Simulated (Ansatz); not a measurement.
# TaRh₃ under pressure

Computed with DFT LDA, scalar-relativistic, plane waves, PAW in Ansatz. Plane waves to 420 eV; Γ-centred k mesh 12×12×12; Fermi-Dirac smearing of 0.15 eV. No spin polarisation. Phonons by linear response, acoustic sum rule imposed.

Equilibrium structure at this level:
```cif
data_structure
_symmetry_space_group_name_H-M 'P 1'
_symmetry_Int_Tables_number 1
_cell_length_a 3.8213
_cell_length_b 3.8213
_cell_length_c 3.8213
_cell_angle_alpha 90.000
_cell_angle_beta 90.000
_cell_angle_gamma 90.000
_cell_volume 55.80
loop_
_atom_site_label
_atom_site_type_symbol
_atom_site_fract_x
_atom_site_fract_y
_atom_site_fract_z
_atom_site_occupancy
Ta1 Ta 0.00000 0.00000 0.00000 1
Rh1 Rh 0.00000 0.50000 0.50000 1
Rh2 Rh 0.50000 0.00000 0.50000 1
Rh3 Rh 0.50000 0.50000 0.00000 1
```

In a metal, frequencies and elastic constants depend on the k mesh and the smearing, soft modes and shear constants most. Spin–orbit coupling is left out, which matters for heavy elements.

Task: The cell is relaxed again at 3 and 10 GPa. How do volume, gap and optical modes at Γ (cm⁻¹, counted from the lowest optical one; a degenerate one stands once) change?

Result:
```tsv
	0 GPa	3 GPa	10 GPa
V/V0	1.000	0.991	0.970
gap (eV)	0.00	0.00	0.00
mode 1	132	136	145
mode 4	183	188	197
mode 7	232	237	250
```